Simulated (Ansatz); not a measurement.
A geometry of Br away from equilibrium: the start of the relaxation of a relaxed Br cell, doubled along one cell vector, shaken by Gaussian noise of σ = 0.08 Å a coordinate. All values below come from r2SCAN (plane waves to 500 eV, PAW, scalar-relativistic; Ansatz, a first-principles code). Γ-centred k-mesh 3×6×3 on the run's cell (coarser than for final values), Fermi–Dirac smearing 0.05 eV.

```xyz
8
Lattice="6.8991 -4.8777 0.0000 3.4495 2.4388 0.0000 0.0000 0.0000 8.0903" Properties=species:S:1:pos:R:3:forces:R:3 pbc="T T T" free_energy=-22342.872 pressure_GPa=0.5
Br     3.3376    -0.8411     2.0187    0.2649   -0.1436    0.2484
Br     6.8299    -3.3503     1.9834    0.1251    0.3101    0.1880
Br     3.4131     1.0294     6.0389    0.0970   -0.9156    0.2235
Br     6.7831    -1.6214     6.1656    0.3002    0.4767   -0.3705
Br     0.0339     0.0727     0.0237   -0.1035    0.0808   -0.0212
Br     3.5589    -2.3998     0.0198   -0.3977   -0.2359   -0.3152
Br     0.0275    -0.0496     4.0702   -0.0965    0.4501   -0.3362
Br     3.4683    -2.4585     3.9506   -0.1894   -0.0224    0.3831
```

Positions in Å, forces in eV/Å, free energy of the cell in eV (comparable only within this code, potentials and settings). Largest force: 0.95 eV/Å, on Br3 (atoms numbered as listed); the geometry lies 0.03 eV/atom above the end of its relaxation.

No spin polarisation in the result. No dispersion correction is included, so spacings between layers, chains or molecules are soft and tend to come out too large.

The end of the path is a generated cell of Br: the first start was made by placing the elements on the sites of a structure type, and the end was not matched to a known phase here, so it may be hypothetical. Known forms of Br include space group No. 64.
